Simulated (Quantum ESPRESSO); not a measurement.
# One change at a time to CuLiTi3W3

These are calculations, not measurements. They come from Quantum ESPRESSO 7.5, a public plane-wave density functional program. Each row is one single-point run on a made-up periodic cell of eight metal atoms, with elements, volume, strain and displacements drawn at random and not relaxed, so a cell may be unstable or far from any real phase. There is no spin polarisation or spin-orbit coupling.

Settings: PBE unless stated; PseudoDojo standard norm-conserving files; Fermi-Dirac width 0.25 eV, which means electrons at about 2900 K; cutoff 1252 eV; 8 x 4 x 3 k mesh shifted half a step off Gamma. E is the free energy of the whole cell (internal energy minus TS), so a -TS column is already part of it. Stress is positive in tension, and the pressure P is minus a third of its trace.

Checks: one run of this series was repeated at a higher cutoff and on a denser mesh, which moved values by no more than 0.009 eV, 0.16 GPa and 0.017 eV/Å, and a second program with other atomic files agreed on it to 2 % rms in force and 0.5 GPa in pressure. Known limits: the copper pseudopotential is less sure than most, with forces differing by about three percent and pressure by about two GPa from a second method on plain copper; heavy elements are run without spin-orbit coupling, which real alloys of them have; a spin test at this wide smearing found no moment, but such smearing suppresses magnetism that the real alloy may have.

The lattice is face-centred cubic, and the cell vectors in Å are (0.006, -1.947, -1.993); (0.065, 3.793, -3.885); (7.981, 0.054, -0.076), a volume of 120.70 Å³ in run 1. The elements on sites 1 to 8 are Ti W W W Li Ti Ti Cu. Each later run makes one change to run 1 and keeps the rest. E is counted from run 1, and is n/a where other atomic files have another zero of energy.

| run | change | V (Å³) | P (GPa) | -TS (eV) | rms force (eV/Å) | largest change of a force component (eV/Å) | E (eV) |
|---|---|---|---|---|---|---|---|
| 1 | none | 120.70 | 7.90 | -1.640 | 0.737 | 0.000 | 0.000 |
| 2 | sites 4 and 5 exchanged | 120.70 | 13.14 | -1.722 | 1.219 | 1.680 | -0.018 |
| 3 | all lengths scaled by -1.58 % | 115.07 | 17.26 | -1.565 | 0.826 | 0.222 | ? |
| 4 | PBEsol in place of PBE | 120.70 | 1.91 | -1.642 | 0.724 | 0.143 | n/a |
| 5 | Ag on site 2 | 120.70 | 9.81 | -1.591 | 0.748 | 0.554 | n/a |
| 6 | site 2 moved by -0.19 Å along x | 120.70 | 7.54 | -1.650 | 0.732 | 1.447 | 0.110 |

## Worked estimate

Along a uniform scaling dE = -P dV. The mean of the two pressures is 12.580 GPa and the volume changes by -5.63 Å³, with 160.2 GPa to one eV/Å³. The same two rows give -V dP/dV = 196 GPa for this cell with clamped atoms, which is not the bulk modulus of a real alloy.

## Withheld value

Question: what E should run 3 give?

The estimate is 0.442 eV. The calculation gave 0.436 eV. The mean of two end points misses the curvature of P, and the finite cutoff adds a little.
